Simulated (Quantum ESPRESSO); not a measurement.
TiSi2ZrO8, convergence and cost over cutoff and k mesh

Simulated, not a measurement. The program is pw.x of Quantum ESPRESSO 7.5 (plane-wave density functional theory). The cell is made up: 12 atoms on a fluorite lattice, with randomly drawn elements, strain and displacements, not relaxed. PseudoDojo standard norm-conserving files (v0.5 for PBE, v0.4.1 for LDA and PBEsol) set the functional; there is no spin polarisation, spin-orbit coupling or dispersion term, and the masses in the input are unused placeholders.

Input of the run in row 2:

```
&control calculation='scf', pseudo_dir='./dojo.nc.sr.pbe.v0_5.standard.upf', outdir='./o', disk_io='medium', tprnfor=.true., tstress=.true. /
&system ibrav=0, nat=12, ntyp=4, nbnd=46, ecutwfc=84.00895049, nosym=.true., tot_charge=0,
 occupations='smearing', smearing='fd', degauss=0.0018374661
/
&electrons conv_thr=7.350e-09, electron_maxstep=60, /
ATOMIC_SPECIES
O 1.0 O.upf
Si 1.0 Si.upf
Ti 1.0 Ti.upf
Zr 1.0 Zr.upf
CELL_PARAMETERS angstrom
4.8841 0.0294 0.0147
0.0294 4.8573 0.0244
0.0147 0.0244 4.9162
ATOMIC_POSITIONS angstrom
Ti 0.0984 -0.0263 -0.0303
Si 0.1302 2.4409 2.418
Zr 2.5068 0.0013 2.4504
Si 2.3082 2.3187 -0.0731
O 1.2981 1.3278 1.0952
O 1.147 1.2973 3.5449
O 1.192 3.4567 1.3275
O 1.3348 3.4933 3.8476
O 3.5293 1.113 1.2424
O 3.8044 1.2234 3.7992
O 3.8581 3.5577 1.3066
O 3.6855 3.8091 3.7207
K_POINTS automatic
5 5 5 1 1 1
```

The same cell was run at these settings. Meshes are shifted by half a step, and differences are from the last row, which is itself not exact.

```
cutoff (eV)     k mesh  k points solved  threshold (eV)  free energy less the last row's (eV)  pressure (GPa)  largest stress difference (GPa)  largest force difference (eV/Å)  iterations  wall time (s)  k-point pools                  processor
        800  2 x 2 x 2                4           1e-04                                 0.963          -16.10                            13.58                            0.224          13             36              1      AMD EPYC, Zen 5 class
       1143  5 x 5 x 5               63           1e-07                                 0.002           -3.17                             0.06                            0.003          17            815              1      AMD EPYC, Zen 5 class
       1467  7 x 7 x 7              172           1e-07                                 0.000           -3.12                             0.00                            0.000          17           1366              4  Intel Xeon, 2023 or later
```

Each pool is one process. Wall times include start-up and a band step at six k points, which weighs most on the coarsest meshes. The runs were on shared virtual cores whose load varied, so times are rough.